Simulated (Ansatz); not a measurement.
The end of the path is a generated cell of MoRu: the first start was made by placing the elements on the sites of a structure type, and the end was not matched to a known phase here, so it may be hypothetical.

A geometry of MoRu away from equilibrium: step 15 of the relaxation of a generated trial cell of MoRu in the AFLOW prototype AB_hP8_194_ad_f (B_i, as in TiAs). Method: PBE (plane waves to 420 eV, PAW, scalar-relativistic; Ansatz, a program for electronic structure). Γ-centred k-mesh 11×11×3 on the run's cell (coarser than for final values), Fermi–Dirac smearing 0.05 eV.

```xyz
8
Lattice="2.9775 0.0000 0.0000 -1.4887 2.5786 0.0000 0.0000 0.0000 15.4726" Properties=species:S:1:pos:R:3 pbc="T T T"
Mo     0.0000     1.7190     1.9378
Mo     1.4887     0.8595     9.6741
Mo     1.4887     0.8595    13.5349
Mo     0.0000     1.7190     5.7985
Ru     0.0000     0.0000     0.0000
Ru     0.0000     0.0000     7.7363
Ru     0.0000     1.7190    11.6045
Ru     1.4887     0.8595     3.8682
```

Q: Which atoms carry the largest force, and which way does it point?

A: 0.02 eV/Å, on Mo1, Mo2, Mo3, Mo4 (atoms numbered as listed); on Mo1 its components are (0.00, 0.00, 0.02).

Q: What is the pressure?

A: +10.8 GPa, compression positive.

No spin polarisation in the result.

The run could not lose the symmetry of its start: the end is stationary, and may be a saddle point rather than a minimum.
